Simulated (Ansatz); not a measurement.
Crystals of one structure type (zinc blende) and one family of elements, relaxed and computed with LDA in the plane-wave PAW code Ansatz.

```tsv
crystal	V (Å³/atom)	highest Γ mode, no LO–TO term (cm⁻¹)
AlN	10.23	665
GaN	11.05	553
BP	11.32	821
AlP	20.06	440
GaAs	21.98	269
AlAs	22.29	?
InP	24.72	304
```

Question: Fit a straight line to ln ω against ln V and predict the withheld value.

Answer: Least squares on the 6 shown rows: ln ω = -1.00 × ln V + (8.896), with a scatter of 18.7 %. For AlAs this gives 328. The run itself gave 358, a miss of 8.4 % of that.

All cells were relaxed under the symmetry of their starts (and spin orders); stability against distortions was not tested throughout. Spin–orbit coupling is left out wherever it is not named.

Potentials: the earlier of the program's two PAW sets. The files were generated under PBE; for other functionals the program regenerates the frozen cores, and for LDA and PBEsol the local potential too.
